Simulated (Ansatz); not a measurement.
Y:
```
Y
1.0
    3.59953     0.00000     0.00000
   -1.79976     3.11728     0.00000
    0.00000     0.00000     5.57923
Y
2
Direct
  0.33333   0.66667   0.25000
  0.66667   0.33333   0.75000
```

Relaxed with PBEsol. Special points in fractions of this cell's reciprocal vectors: Γ (0.000, 0.000, 0.000); M (0.500, 0.000, 0.000); K (0.333, 0.333, 0.000); A (0.000, 0.000, 0.500); L (0.500, 0.000, 0.500); H (0.333, 0.333, 0.500).

Question: List the band energies nearest the Fermi level at these points for the program Ansatz at the PBEsol level (PAW).

Answer: In eV from the Fermi level; about four levels below and three above (degenerate sets whole), none deeper than 8.9 eV; points with the same levels are listed once.

| k | below | above |
|---|---|---|
| Γ | -4.72 -1.91 | 1.14 1.77 1.77 |
| M | -1.69 -1.27 -0.86 -0.04 | 1.44 1.53 2.21 |
| K | -0.80 -0.67 -0.67 -0.45 | 1.14 1.14 2.48 |
| A | -3.21 -3.21 | 1.03 1.03 1.67 1.67 1.67 1.67 |
| L | -1.71 -1.71 | 0.09 0.09 1.52 1.52 |
| H | -0.40 -0.40 -0.40 -0.40 | 0.48 0.48 2.87 2.87 |

Space group P6_3/mmc (hcp (Mg type)). The PBEsol relaxation kept the symmetry of its start; phonons on a q-mesh show no instability. The workflow began spin-polarised and lost its moments. Scalar-relativistic: spin–orbit coupling is off unless named, which matters more the heavier the elements.

Potentials: the earlier of the program's two PAW sets.
